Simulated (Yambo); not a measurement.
```
Ga2O3
1.0
    2.49947     1.44307     4.48129
   -2.49947     1.44307     4.48129
    0.00000    -2.88614     4.48129
O Ga
6 4
Cartesian
  0.75679   1.57534   5.60161
 -0.75679  -1.57534   7.84226
 -1.74268  -0.13227   5.60161
  1.74268   0.13227   7.84226
  0.98588  -1.44307   5.60161
 -0.98588   1.44307   7.84226
  0.00000   0.00000  11.50506
  0.00000   0.00000   1.93882
  0.00000   0.00000   8.66076
  0.00000   0.00000   4.78312
```

Ga2O3 (corundum, space group R-3c, No. 167): mean Im ε in 1 eV windows above the direct gap of 4.56 eV, for different electron-hole kernels (Yambo, broadening 0.15 eV, PBE (pw.x of Quantum ESPRESSO, ONCV potentials, without SOC) bands; 6×6×6 mesh, 13 valence and 2 conduction bands, static screening with 79 bands and a 3 Ry block, scissor 1.49 eV, Tamm-Dancoff; field along x).

```tsv
window (eV)	independent quasiparticles	RPA (no attraction)	BSE
4.6 to 5.6	0.7	0.6	1.6
5.6 to 6.6	1.2	1.0	2.1
6.6 to 7.6	1.7	1.6	2.3
```

This run doesn't resolve bound excitons or single peaks, so only averages are given, and they too depend on the mesh; weight that the attraction moves below the gap isn't listed. All transitions below 8.36 eV are in the band window. The scissor comes from a G0W0 run whose convergence isn't established.

Spin-orbit splittings are left out.

Bands and orbitals come from the standard potentials; the scissor and the G0W0 gaps come from a run at the same geometry on the stringent ones, which hold whole semicore shells in the valence.

Geometry relaxed with PBEsol.

This is not the ordinary phase of the substance.
